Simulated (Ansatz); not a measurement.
# Two states of Cu₂H₂O₃

```xyz
7
Lattice="2.9856 0.0000 0.0000 -1.4928 2.5856 0.0000 0.0000 0.0000 7.4616" Properties=species:S:1:pos:R:3 pbc="T T T"
H    -0.0001    1.7238    4.2277
H     1.4929    0.8618    3.2338
Cu    1.4929    0.8618    6.2670
Cu   -0.0001    1.7238    1.1946
O    -0.0001    1.7238    5.1850
O     1.4929    0.8618    2.2765
O     0.0000    0.0000    0.0000
```

Method: r2SCAN, with U_eff = 1.88 eV on Cu d (all-electron-ortho-atomic projectors); PAW, plane waves to 500 eV, 7×7×3 Γ-centred mesh, fermi-dirac occupations (width 0.1 eV) (Ansatz 0.2.0), atoms fixed.

State A: Cu3 up, Cu4 down (collinear spin). State B: Cu3 up, Cu4 up, O7 up (collinear spin).

Q: Compare the two self-consistent states.

A: State B is lower by 9.4 meV an atom at zero smearing; in free energy at this smearing B lies -10.1 meV an atom from A. So small a gap isn't resolved on this mesh where a state is a metal.

```json
{"state": "A", "free energy (meV/atom)": "10.1", "largest moment in a small sphere (μB)": "0.66", "net moment (μB/cell)": "0.00", "gap on mesh (eV)": "0.28", "pressure (GPa)": "6.7", "largest force (eV/Å)": "1.65"}
{"state": "B", "free energy (meV/atom)": "0.0", "largest moment in a small sphere (μB)": "0.69", "net moment (μB/cell)": "2.00", "gap on mesh (eV)": "0.15", "pressure (GPa)": "6.2", "largest force (eV/Å)": "1.24"}
```

Origin: a known structure type with other elements, at an estimated volume, so it need not be a known compound. Caveats: the state breaks the symmetry of the cell; the k mesh is coarse if the cell is a metal; the gap is not wide against the smearing; atoms or cell far from equilibrium.
